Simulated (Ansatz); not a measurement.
Symmetry broken, then relaxed in Ag

All numbers below come from Ansatz 0.2.0, DFT PBEsol, scalar-relativistic, plane waves, PAW. The runs took a 420 eV cutoff, a Γ-centred 12×12×8 mesh and Gaussian smearing (0.15 eV). No spin polarisation. Energies are free energies at this smearing, counted from the undisturbed cell; pressure is positive in compression.

The undisturbed cell (relaxed at this level; this form isn't the usual structure):

```
CELL_PARAMETERS angstrom
2.86706 0.00000 0.00000
-1.43353 2.48295 0.00000
0.00000 0.00000 4.69071
ATOMIC_POSITIONS crystal
Ag 0.33333 0.66667 0.25000
Ag 0.66667 0.33333 0.75000
```

The atoms are displaced (Å, in the unstrained cell):

```
atom ux uy uz
 Ag1   0.075  -0.232   0.004
 Ag2  -0.075   0.232  -0.004
```

The cell is strained by (-0.0157, 0.0042, -0.0073, 0.0170, -0.0087, 0.0329) (xx, yy, zz, yz, xz, xy; engineering shear). Cell and atoms are then relaxed.

Task: Does the relaxation return to the undisturbed structure?

Result: Yes (up to a choice of domain or origin): same space group and volume, and an energy -0.1 meV/atom from it. The disturbance itself cost 61.5 meV/atom. The final space group reads P6_3/mmc (tolerance 0.05 Å) and the volume changes by 0.16 %.

Final structure:

```
Ag
1.0
     2.87412    0.00023    0.00007
    -1.43684    2.48765   -0.00016
     0.00001   -0.00005    4.67744
Ag
2
Direct
  0.33318 0.66650 0.25000
  0.66682 0.33350 0.75000
```

The relaxation, step by step (energy from the first step; small jumps at an unchanged geometry come where the plane waves are selected anew for the new cell):

```
step  ΔE (meV/atom) largest force component (eV/Å) pressure (GPa)
   1            0.0                           0.394            4.58
   2          -46.9                           0.116           -1.22
   3          -60.4                           0.009            1.04
   4          -61.5                           0.002           -0.03
   5          -61.5                           0.000            0.00
   6          -61.6                           0.000           -0.01
```

Cost: 3 runs of about 2.9 core-minutes in all, on AMD EPYC 7R43 (Zen 3) (shared hosts).